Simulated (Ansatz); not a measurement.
Rb (bcc (W type)), relaxed and computed with several functionals in Ansatz (plane waves, PAW). Much of their spread follows the volume that each gives.

| functional | V (Å³/atom) | K_Hill (GPa) |
|---|---|---|
| PBEsol | 86.53 | 2.9 |
| r²SCAN | 94.93 | 2.6 |
| LDA | 77.46 | ? |
| PBE | 91.19 | 2.8 |

Q: Fit a straight line to ln K against ln V and predict the withheld value.

A: Least squares on the 3 shown rows: ln K = -1.15 × ln V + (6.202), with a scatter of 1.3 %. For LDA this gives 3.3. The run itself gave 3.6, a miss of 8.3 % of that, well beyond the scatter: the line misses something about this case.

All cells were relaxed under the symmetry of their starts (and spin orders); stability against distortions was not tested throughout. Spin–orbit coupling is left out wherever it is not named.

Potentials: the later of the program's two PAW sets.

Ansatz (a quantum-chemistry and plane-wave program) is a plane-wave DFT program.
